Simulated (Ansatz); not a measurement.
The start is a generated cell, Si2Mo placed in the C54 structure type. The structure is fully relaxed (lattice and positions, P = 0) with PBE (plane waves to 420 eV, PAW, scalar-relativistic; Ansatz, a first-principles code). First-step values are on the input's coarse k-mesh.

Ansatz input (later rounds restart from its end on a renewed k-mesh):
Ansatz 0.2 input:
```yaml
crystal:
  lattice:
    - [0, 4.083459, 4.223442]
    - [2.370916, 0, 4.223442]
    - [2.370916, 4.083459, 0]
  atoms:
    - { symbol: Si, position: [0.6635, 0.3365, 0.6635] }
    - { symbol: Si, position: [0.3365, 0.6635, 0.3365] }
    - { symbol: Si, position: [0.5865, 0.9135, 0.5865] }
    - { symbol: Si, position: [0.9135, 0.5865, 0.9135] }
    - { symbol: Mo, position: [0, 0, 0] }
    - { symbol: Mo, position: [0.25, 0.25, 0.25] }
basis: { ecutwfc: 420, ecutrho_ratio: 4, xc_grid: 2, fft_grid_basis: typed }
kpoints: { mp_grid: { grid: [6, 6, 6] } }
hamiltonian:
  xc: pbe
  dispersion: none
  pseudopotentials: { azcp: { folder: ./paw }, kind: paw }
scf: { occupations: { method: fermi_dirac, width: 0.05 } }
relax: { f_tol: 0.01, max_steps: 100, cell: { stress_tol: 0.02 } }
output: { forces: true, stress: true }
```

How does the volume change?

-0.6 %, from 13.63 to 13.55 Å³/atom.

How do the shortest distances between atoms change?

The closest pairs of elements (up to four, under 3.6 Å), start → end: Si–Si 2.50 → 2.55 Å; Mo–Si 2.52 → 2.57 Å; Mo–Mo 3.17 → 3.19 Å.

What band gap does the relaxed structure have at this level?

Zero (metallic).

What does it relax into? Give the structure.


Space group Fddd, origin choice 1 (No. 70); a = 4.607 Å, b = 8.057 Å, c = 8.763 Å, α = β = γ = 90.00°

```csv
atom,site,symmetry,x,y,z
Si,16f,.2.,0.0000,0.3366,0.0000
Mo,8a,222,0.0000,0.0000,0.0000
```
(The calculation used a cell of 6 atoms; values per cell refer to that cell.)

The space group stays Fddd (No. 70) (the run could not lower it); the end is AFLOW prototype A2B_oF24_70_e_a (C54, as in TiSi2), with 6 atoms in the primitive cell. Final values are on a 13×13×13 k-mesh of the relaxed cell. No spin polarisation in the result.

The run could not lose the symmetry of its start; a randomly shaken copy of 12 atoms returns to this structure.

The relaxed structure here is a generated cell of Si2Mo: the first start was made by placing the elements on the sites of a structure type, and the end was not matched to a known phase here, so it may be hypothetical. Known forms of Si2Mo include space group No. 139.
